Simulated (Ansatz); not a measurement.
## Ionic part of the dielectric constant of MgAl₂C₂, mode by mode

Computed with Ansatz, DFT LDA, scalar-relativistic, plane waves, PAW. Settings: 420 eV plane-wave cutoff, Γ-centred 12×12×6 mesh, fixed occupations. No spin polarisation. Phonons by linear response, acoustic sum rule imposed.

Symmetry: P-3m1, No. 164, trigonal system. Conventional cell: a = 3.347 Å, b = 3.347 Å, c = 5.705 Å, α = 90.00°, β = 90.00°, γ = 120.00°. Mg (site symmetry -3m) is surrounded by 6 C at 2.47 Å and 6 Al at 2.78 Å. Around Al (site symmetry 3m) lie 4 C at 1.99 to 2.18 Å. C (site symmetry 3m) is surrounded by 4 Al at 1.99 to 2.18 Å.

The primitive cell has V = 55.35 Å³ and ε∞,yy = 7.466. Each polar mode adds Δε = (4.92064×10⁷/V)·S/ν² along y, with S its oscillator strength in e²/amu, ν in cm⁻¹ and V in Å³.

**Question.** From these modes, find each Δε and ε0,yy.
```
ν (cm⁻¹) S_yy (e²/amu)
   224.8         0.2362
   663.1          2.109
```

**Answer.**
```csv
ν (cm⁻¹),Δε
224.8,4.15
663.1,4.26
```

The sum is 8.418, so ε0,yy = 15.88; the run's tensor has 15.88.

**Question.** Where do the longitudinal modes lie for a wave vector along y?

**Answer.** At 259, 838 cm⁻¹. The Lyddane–Sachs–Teller product Π(ν_LO/ν_TO)² = 2.13 matches ε0/ε∞ = 2.13.

Cost: 1 run of about 4.3 core-minutes, on Arm Neoverse V2 (shared hosts).